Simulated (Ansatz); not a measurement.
Simulated powder pattern, Co Kα, λ = 1.79026 Å (kinematic, ideal powder, no thermal factors, no anomalous dispersion; the 30 strongest lines at most, above 1 %, up to 2θ = 90°):

```tsv
2θ (°)	d (Å)	I/Imax (%)
48.79	2.167	100
56.97	1.877	47
84.83	1.327	31
```

The pattern belongs to a structure relaxed with DFT-LDA in the program Ansatz with PAW potentials.

The compound is Rh.

Task: Give the crystal system and the lattice parameters.

Result: cubic, Fm-3m; a = 3.754 Å.

The cell was relaxed with LDA under the symmetry of its start. No spin polarisation was allowed.

Potentials: the later of the program's two PAW sets.
